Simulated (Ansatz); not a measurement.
Pt:
```
CELL_PARAMETERS angstrom
      0.00000     1.96487     1.96487
      1.96487     0.00000     1.96487
      1.96487     1.96487     0.00000
ATOMIC_POSITIONS crystal
  Pt 0.00000 0.00000 0.00000
```

Relaxed with r²SCAN+D4. Special points in fractions of this cell's reciprocal vectors: Γ (0.000, 0.000, 0.000); X (0.500, 0.000, 0.500); U (0.625, 0.250, 0.625); K (0.375, 0.375, 0.750); L (0.500, 0.500, 0.500); W (0.500, 0.250, 0.750).

### Question
List the band energies nearest the Fermi level at these points for plane-wave PAW r²SCAN+D4 (Ansatz code).

### Answer
In eV from the Fermi level; about four levels below and three above (degenerate sets whole), none deeper than 8.9 eV; … stands for higher levels left out; points with the same levels are listed once.

```csv
k,below,above
Γ,-3.89 -3.89 -3.89 -1.74 -1.74,…
X,-7.23 -6.80 -0.06,0.52 0.52 1.97
U,-5.59 -2.91 -1.41 -0.17,6.11 …
L,-7.51 -3.99 -3.99 -0.26,0.02 0.02 …
W,-5.78 -4.66 -4.66 -2.09,0.52 7.52 …
```

Space group Fm-3m (fcc (Cu type)). Symmetry was held in the r²SCAN+D4 relaxation. The run is not spin-polarised. The pairwise dispersion correction was not fitted to metals. Spin–orbit coupling is left out wherever it is not named.

Potentials: the later of the program's two PAW sets.
